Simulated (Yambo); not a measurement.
Yambo run on Cu2O (space group Pn-3m, No. 224). The wavefunctions come from this Quantum ESPRESSO step (PBEsol, PseudoDojo standard norm-conserving files, scalar-relativistic):

```
&CONTROL
  calculation = 'nscf'
  pseudo_dir = './pseudo'
  outdir = './out'
/
&SYSTEM
  ibrav = 0
  nat = 6
  ntyp = 2
  ecutwfc = 92.0
  ecutrho = 368.0
  occupations = 'fixed'
  force_symmorphic = .true.
  nbnd = 172
/
&ELECTRONS
  conv_thr = 6.000000000000001e-09
  diago_full_acc = .true.
  diago_thr_init = 1e-08
/
ATOMIC_SPECIES
O 15.9990 O.upf
Cu 63.5460 Cu.upf
CELL_PARAMETERS angstrom
  4.246700000000   0.000000000000   0.000000000000
  0.000000000000   4.246700000000   0.000000000000
  0.000000000000   0.000000000000   4.246700000000
ATOMIC_POSITIONS crystal
O   0.500000000000   0.500000000000   0.500000000000
O   0.000000000000   0.000000000000   0.000000000000
Cu   0.250000000000   0.250000000000   0.750000000000
Cu   0.250000000000   0.750000000000   0.250000000000
Cu   0.750000000000   0.750000000000   0.750000000000
Cu   0.750000000000   0.250000000000   0.250000000000
K_POINTS automatic
4 4 4 0 0 0
```

Yambo input:

```
rim_cut
gw0
dyson
el_el_corr
HF_and_locXC
ppa
em1d
RandQpts= 1000000
RandGvec= 1 Ry
EXXRLvcs= 92 Ry
VXCRLvcs= 368 Ry
Chimod= "HARTREE"
% BndsRnXp
 17 | 171 |
%
NGsBlkXp= 8 Ry
% LongDrXp
 1.0 | 1.0 | 1.0 |
%
PPAPntXp= 27.2114 eV
% GbndRnge
 1 | 171 |
%
GTermKind= "BG"
DysSolver= "n"
ExtendOut
% QPkrange
 1 | 1 | 44 | 45 |
 3 | 3 | 44 | 45 |
 6 | 6 | 44 | 45 |
 10 | 10 | 44 | 45 |
%
```

k points by index: 1 = Γ, 3 = X, 6 = M, 10 = R.

Table of the .qp output:

```
#    K-point    Band    Eo [eV]    E [eV]    E-Eo [eV]    Vxc [eV]    Vnlxc [eV]    Sc|Eo [eV]    Sc|E [eV]    dSc/dw|Eo [eV]    Re(Z)    Im(Z)
#
    1    44    0.000000    -0.211232    -0.211232    -29.41126    -35.38024    5.680193    5.757744    -9.982768    0.731600    -0.001644
    1    45    0.484629    1.095602    0.610974    -28.11901    -25.82180    -1.471221    -1.686231    -9.575191    0.739706    -0.001595
    3    44    -0.422321    -0.623164    -0.200843    -28.98142    -34.84753    5.590604    5.665267    -10.10756    0.729154    -0.001671
    3    45    2.206047    2.800641    0.594595    -23.80896    -20.43446    -2.584391    -2.779911    -8.946546    0.752567    -0.001580
    6    44    -0.674529    -0.915169    -0.240640    -28.84801    -35.15010    5.971023    6.061452    -10.21809    0.727000    -0.001707
    6    45    1.845047    2.212232    0.367185    -18.56326    -15.19911    -2.893685    -2.996964    -7.652109    0.780510    -0.001408
    10    44    -0.546875    -0.855497    -0.308622    -29.09499    -35.89007    6.370977    6.486454    -10.17542    0.727830    -0.001707
    10    45    2.323355    2.629677    0.306323    -12.72403    -8.775389    -3.564024    -3.642313    -6.952274    0.796498    -0.001403
```
(The two width columns are left out.) Convergence of these settings isn't established.

Geometry of the Materials Project entry, not relaxed at this level.
